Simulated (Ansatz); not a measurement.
Relaxed (100) slab cut from KNiF3 (space group Pm-3m (No. 221)); the slab's formula is K3Ni2F7, its outer planes KF (top) and KF (bottom):

```xyz
12
Lattice="4.0007 0.0000 0.0000 0.0000 4.0007 0.0000 0.0000 0.0000 23.0014" Properties=species:S:1:pos:R:3 pbc="T T T"
K     0.0000    0.0000    7.6758
F     2.0003    2.0003    7.5209
Ni    2.0003    2.0003    9.4917
F     2.0003    0.0000    9.5252
F     0.0000    2.0003    9.5252
K     0.0000    0.0000   11.5007
F     2.0003    2.0003   11.5007
Ni    2.0003    2.0003   13.5097
F     2.0003    0.0000   13.4762
F     0.0000    2.0003   13.4762
K     0.0000    0.0000   15.3256
F     2.0003    2.0003   15.4805
```

Theory: DFT PBEsol, scalar-relativistic, plane waves, PAW (Ansatz). Plane waves to 420 eV, a k mesh through Γ of 9×9×1 on the computed 12-atom cell and Gaussian smearing (0.05 eV); collinear spin from starting moments 0 0 1.84 0 0 0 0 1.84 0 0 0 0 μB. A dipole correction removes the field between periodic images along c.

The potential is the smooth part; its values at the atoms depend on the PAW datasets. The run ends with site moments 0.0 0.1 1.6 0.1 0.1 0.0 0.0 -1.6 -0.1 -0.1 0.0 -0.1 μB.

Task: How does the plane-averaged electrostatic potential energy of an electron run along c, counted from the top of the valence band?

Result:
```csv
z (Å),V (eV)
2.59,3.85
2.88,3.85
3.16,3.85
3.45,3.85
3.74,3.85
4.03,3.85
4.31,3.85
4.60,3.85
4.89,3.84
5.18,3.84
5.46,3.83
5.75,3.81
6.04,3.75
6.33,3.58
6.61,3.09
6.90,1.26
7.19,-3.05
7.48,-5.97
7.76,-5.82
8.05,-2.71
8.34,0.56
8.63,1.49
8.91,-1.54
9.20,-8.21
9.49,-11.53
9.78,-8.93
10.06,-2.25
10.35,2.20
10.64,2.22
10.93,-0.52
11.21,-4.59
11.50,-6.20
11.79,-4.59
12.08,-0.52
12.36,2.22
12.65,2.20
12.94,-2.25
13.23,-8.93
13.51,-11.53
13.80,-8.21
14.09,-1.54
14.38,1.49
14.66,0.56
14.95,-2.71
15.24,-5.82
15.53,-5.97
15.81,-3.05
16.10,1.26
16.39,3.09
16.68,3.58
16.96,3.75
17.25,3.81
17.54,3.83
17.83,3.84
18.11,3.84
18.40,3.85
18.69,3.85
18.98,3.85
19.26,3.85
19.55,3.85
19.84,3.85
20.13,3.85
20.41,3.85
```

The vacuum level lies 3.85 eV above the top of the valence band.

 Moments started parallel, and an antiferromagnetic order may lie lower. Semilocal functionals without U can misjudge the magnetic state of such a slab.